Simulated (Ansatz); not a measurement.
YAl₂Si₂:
```
YAl2Si2
1.0
    4.17680     0.00000     0.00000
   -2.08840     3.61721     0.00000
    0.00000     0.00000     6.49166
Si Al Y
2 2 1
Direct
  0.33333   0.66667   0.25752
  0.66667   0.33333   0.74248
  0.33333   0.66667   0.64532
  0.66667   0.33333   0.35468
  0.00000   0.00000   0.00000
```

Relaxed with PBEsol. Special points in fractions of this cell's reciprocal vectors: Γ (0.000, 0.000, 0.000); M (0.500, 0.000, 0.000); K (0.333, 0.333, 0.000); A (0.000, 0.000, 0.500); L (0.500, 0.000, 0.500); H (0.333, 0.333, 0.500).

Task: List the band energies nearest the Fermi level at these points for PBEsol with spin–orbit coupling (plane waves, PAW; program Ansatz).

Result: In eV from the Fermi level; about four levels below and three above (degenerate sets whole), none deeper than 8.9 eV; points with the same levels are listed once.

```csv
k,below,above
Γ,-0.27 -0.27 -0.24 -0.24,0.57 0.57 0.60 0.60
M,-2.21 -2.21 -1.24 -1.24,2.13 2.13 2.18 2.18
K,-2.94 -2.94 -2.53 -2.53,1.03 1.03 2.37 2.37
A,-1.63 -1.63 -0.13 -0.13,0.27 0.27 0.29 0.29
L,-1.08 -1.08 -0.85 -0.85,0.13 0.13 1.47 1.47
H,-2.06 -2.06 -2.06 -2.06,0.73 0.73 0.74 0.74
```

Space group P-3m1. The workflow started from an entry of the Crystallography Open Database (COD). Its standing as an ambient phase is unchecked. Symmetry was held in the PBEsol relaxation; whether a distortion lowers the energy is not shown. No spin polarisation was allowed.

Potentials: the later of the program's two PAW sets.
